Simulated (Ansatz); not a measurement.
# Calculated ¹⁷O NMR of the central transition for SrPH3O4

Cell: a computed structure from the Materials Project (it need not be an observed phase).

Space group P2_1/c (No. 14); a = 7.6884, b = 7.1579, c = 8.2404 Å, β = 108.47°.

| site | Wyckoff | site symmetry | x | y | z |
| --- | --- | --- | --- | --- | --- |
| Sr | 4e | 1 | 0.6265 | 0.3597 | 0.3460 |
| H5 | 4e | 1 | 0.1112 | 0.2609 | 0.0043 |
| H9 | 4e | 1 | 0.9958 | 0.3940 | 0.7016 |
| H13 | 4e | 1 | 0.1919 | 0.5470 | 0.2723 |
| P | 4e | 1 | 0.2721 | 0.3488 | 0.9950 |
| O21 | 4e | 1 | 0.4274 | 0.2004 | 0.0423 |
| O22 | 4e | 1 | 0.8600 | 0.1163 | 0.1491 |
| O25 | 4e | 1 | 0.3206 | 0.9966 | 0.6338 |
| O29 | 4e | 1 | 0.2277 | 0.0778 | 0.3117 |

One atom of each set is listed.

All values are calculated (Ansatz; DFT, PBE, plane waves and PAW, scalar-relativistic, 420 eV cutoff, Γ-centred 4×4×3 k-points, Fermi–Dirac smearing 0.02 eV), not measured.

¹⁷O has I = 5/2 and Q = -25.58 mb (Pyykkö 2018); at 28.2 T its Larmor frequency is ν₀ = 162.8 MHz. Only the quadrupole interaction is simulated: positions count from each site's isotropic chemical shift, and J coupling is left out, as are shift anisotropy and dipolar coupling, which fast spinning averages.

Q: What does the ¹⁷O spectrum (fast magic-angle spinning) show for each site?

A: 

```csv
site,first shell,C_Q (MHz),η,P_Q (MHz),δ_QIS (ppm),breadth (kHz)
O21,1 P at 1.55 Å; also 3 Sr at 2.59–2.73 Å,-4.76,0.16,4.78,-5.18,1.89
O22,"2 H at 0.99–1.00 Å, angle 105°; also 2 Sr at 2.58–3.28 Å",7.87,0.80,8.67,-17.0,6.29
O25,"1 P at 1.55 Å; also 1 H at 1.76 Å, 2 Sr at 2.58–2.65 Å",-4.79,0.20,4.82,-5.26,1.93
O29,"1 P at 1.53 Å; also 1 H at 1.74 Å, 1 Sr at 2.51 Å",-4.79,0.32,4.87,-5.36,2.00
```

δ_QIS = −(ν_Q²/30ν₀²)[I(I+1) − 3/4](1 + η²/3) × 10⁶ ppm with ν_Q = 3|C_Q|/[2I(2I−1)]; it falls as 1/B₀² in ppm, and the breadth as 1/B₀ in kHz.

At O21, O25 and O29 V_zz points along its bond to P (within 4°) in each case.
